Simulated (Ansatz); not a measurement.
## Core-electron binding energies in LiCl

Cell: a Materials Project structure (computed, not necessarily an observed phase), atoms as given, repeated to a supercell; a hole's nearest image is 7.2 Å away.

Space group Fm-3m (No. 225); a = 5.0842 Å.

| site | Wyckoff | site symmetry | x | y | z |
| --- | --- | --- | --- | --- | --- |
| Li1 | 4a | m-3m | 0.0000 | 0.0000 | 0.0000 |
| Cl9 | 4b | m-3m | 0.5000 | 0.5000 | 0.5000 |

One atom of each set is listed; the run and its k-mesh use a cell of 16 atoms with edges of 7.19, 7.19, 7.19 Å.

Method: Kohn–Sham DFT in Ansatz, PBE, plane waves and PAW, scalar-relativistic, 420 eV cutoff, Γ-centred 3×3×3 k-points, fixed occupations.

Each value is a total-energy difference between the cell with one core hole and the ground state (ΔSCF), counted from the top of the valence band. The cell with the hole is spin-polarised, as the shell with the hole is left with one unpaired spin. The periodic images are corrected with the calculated ε∞ = 3.00.

Question: Give the Cl 2p lines of each distinct site.

Answer: 

| line | atom | first shell | E_B (eV) | j = l + ½ / j = l − ½ (eV) |
| --- | --- | --- | --- | --- |
| Cl 2p | 9 | 6 Li at 2.54 Å | 197.0 | 196.4 / 198.0 |

For p, d and f shells E_B is the weighted mean of the two lines, whose splitting comes from the free atom's Dirac orbitals.

The program doubts some values: the cell is too small to check the potential alignment. Absolute PBE values can be off by an eV or more. Multiplets, satellites and widths aren't calculated.
